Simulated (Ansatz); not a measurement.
The relaxed structure here is a generated cell of MgO: the first start was made by placing the elements on the sites of a structure type, and the end was not matched to a known phase here, so it may be hypothetical. Known forms of MgO include space group No. 225.

One stationary structure of MgO. Space group Cmc2₁ (No. 36). Method: PBEsol (plane waves to 420 eV, PAW, scalar-relativistic; Ansatz, a first-principles code).

```xyz
4
Lattice="1.4294 -2.7985 0.0000 1.4294 2.7985 0.0000 0.0000 0.0000 5.1132" Properties=species:S:1:pos:R:3 pbc="T T T"
Mg     1.4294    -2.2966     3.6890
Mg     1.4294     2.2966     1.1324
O      1.4294     0.5997     0.0520
O      1.4294    -0.5997     2.6086
```

### Question
What is the computed band gap (PBEsol)?

### Answer
3.76 eV, direct within 0.03 eV (at Γ) (no spin-orbit coupling).

### Question
Give the smallest direct gap at the level PBEsol.

### Answer
3.79 eV at Γ.

No spin polarisation in the result.

It was reached from a disturbed copy of a Pm-3m (No. 221) cell (CsCl type), against which it lies -567 meV/atom.
